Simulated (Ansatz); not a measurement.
**TiB (F-43m), tetragonal deformation path**

Level of theory: DFT PBEsol, scalar-relativistic, plane waves, PAW in Ansatz 0.2.0. The runs took a 420 eV cutoff, a Γ-centred 22×22×22 mesh and Gaussian smearing (0.15 eV). No spin polarisation. Energies are free energies at this smearing, counted from the undisturbed cell; pressure is positive in compression.

Reference structure (as given, not relaxed at this level; it stands at 112.5 GPa, and it needn't be the usual structure):

```yaml
crystal:
  lattice:
    - [0.00000, 2.10100, 2.10100]
    - [2.10100, 0.00000, 2.10100]
    - [2.10100, 2.10100, 0.00000]
  atoms:
    - { symbol: Ti, position: [0.75000, 0.75000, 0.75000] }
    - { symbol: B, position: [0.00000, 0.00000, 0.00000] }
```

At fixed volume and fractional coordinates, lengths along (0.000, 0.000, 1.000) are scaled against those across it; ρ is that ratio over its starting value. The cell is metallic on the mesh throughout. At 112 GPa the given cell is far from its own equilibrium, so these figures belong to a strongly strained crystal.

| ρ | ΔE (meV/atom) | pressure (GPa) |
| --- | --- | --- |
| 0.650 | -874.1 | 91.2 |
| 0.707 | -592.7 | 97.5 |
| 0.780 | -319.8 | 104.0 |
| 0.850 | -139.5 | 108.8 |
| 0.920 | -34.9 | 111.5 |
| 1.000 | 0.0 | 112.5 |
| 1.100 | -34.4 | 111.2 |
| 1.200 | -102.2 | 108.2 |
| 1.300 | -169.3 | 105.2 |
| 1.414 | -253.6 | 102.0 |

All sampled points lie below the start, which is a maximum along this line.